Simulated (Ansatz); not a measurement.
Ca:
```yaml
crystal:
  lattice:
    - [0.00000, 2.66828, 2.66828]
    - [2.66828, 0.00000, 2.66828]
    - [2.66828, 2.66828, 0.00000]
  atoms:
    - { symbol: Ca, position: [0.00000, 0.00000, 0.00000] }
```

Relaxed with LDA. Special points in fractions of this cell's reciprocal vectors: Γ (0.000, 0.000, 0.000); X (0.500, 0.000, 0.500); U (0.625, 0.250, 0.625); K (0.375, 0.375, 0.750); L (0.500, 0.500, 0.500); W (0.500, 0.250, 0.750).

Q: List the band energies nearest the Fermi level at these points for DFT-LDA in the program Ansatz with PAW potentials.

A: In eV from the Fermi level; about four levels below and three above (degenerate sets whole), none deeper than 8.9 eV; points with the same levels are listed once.

```json
[
 {"k": "Γ", "below": "-4.22", "above": "2.34 2.34 2.34"},
 {"k": "X", "below": "-0.61", "above": "0.42 1.19 4.31"},
 {"k": "U", "below": "-0.06", "above": "0.33 0.93 3.40"},
 {"k": "L", "below": "-1.10 -0.02", "above": "2.21 2.21 4.32 4.32"},
 {"k": "W", "below": "–", "above": "0.10 0.70 0.70"}
]
```

Space group Fm-3m (fcc (Cu type)). The cell was relaxed with LDA under the symmetry of its start.

Potentials: the later of the program's two PAW sets.
